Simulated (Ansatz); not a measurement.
The calculation used DFT PBE, scalar-relativistic, plane waves, PAW in Ansatz. All cells share a 420 eV cutoff and Γ-centred k meshes spaced about 0.3 Å⁻¹ or finer (0.25 for metals, 2π included). No spin polarisation.

All energies are static (0 K, no zero-point motion).

Compare these two cells of BF, each relaxed at this level.

1.

```
CELL_PARAMETERS angstrom
1.40346 -6.58882 0.00000
1.40346 6.58882 0.00000
0.00000 0.00000 2.84112
ATOMIC_POSITIONS crystal
B 0.46239 0.53761 0.25000
B 0.53761 0.46239 0.75000
F 0.36247 0.63753 0.25000
F 0.63753 0.36247 0.75000
```

2.

```
CELL_PARAMETERS angstrom
3.13574 0.00000 0.00000
0.00000 3.54988 4.51027
0.00000 -3.54988 4.51027
ATOMIC_POSITIONS crystal
B 0.50000 0.76880 0.36365
B 0.50000 0.36365 0.76880
B 0.00000 0.89837 0.32960
B 0.00000 0.32960 0.89837
F 0.00000 0.48363 0.06015
F 0.00000 0.06015 0.48363
F 0.50000 0.51079 0.51079
F 0.00000 0.05714 0.05714
```

Problem. Which would you expect to be lower, and how large is the difference?

Solution. Cell 1 is lower, by 252 meV/atom. Cell 1 has space group Cmcm (No. 63), 13.1 Å³/atom and no gap on its mesh; cell 2 has space group Amm2 (No. 38), 12.6 Å³/atom and a gap of 0.63 eV. Counting F atoms around B (those within 1.25 times the shortest such distance or 1.15 times the sum of covalent radii; a plus sign parts nearer from farther groups; a slash parts the counts of unlike sites), cell 1 has B 1 and cell 2 has B 1/1+1. Cell 1 and cell 2 both hold B–B chains. In cell 1, B is surrounded by 1 F at 1.32 Å and 2 B at 1.73 Å; around F lies 1 B at 1.32 Å. In cell 2, B on its first site is surrounded by 1 F at 1.52 Å and 2 B at 1.73 Å; around B on its second site lie 1 F at 1.42 Å, 1 F at 1.61 Å and 2 B at 1.73 Å; around F on a site of symmetry m lies 1 B at 1.42 Å; 2 more sites not described. Both come from trial cells of a structure search, whose lowest cell (P-1, 12.3 Å³/atom) lies 64 meV/atom below the lower of the two.

Weakly bound directions are ill-defined at this level, which has no dispersion term (Cmcm, Amm2), and this can change margins and order among such cells. Kohn–Sham gaps at this level usually fall short of measured ones. Trial moments fell under 0.15 μB along the way in Cmcm; another start might hold them. With atoms moved at random, cell 1 (by 64 meV/atom) fell into a lower structure. Cell 2 had no clear such test and can be a saddle point. Some candidate types were left out of the draw beforehand, so a known form may be missing.
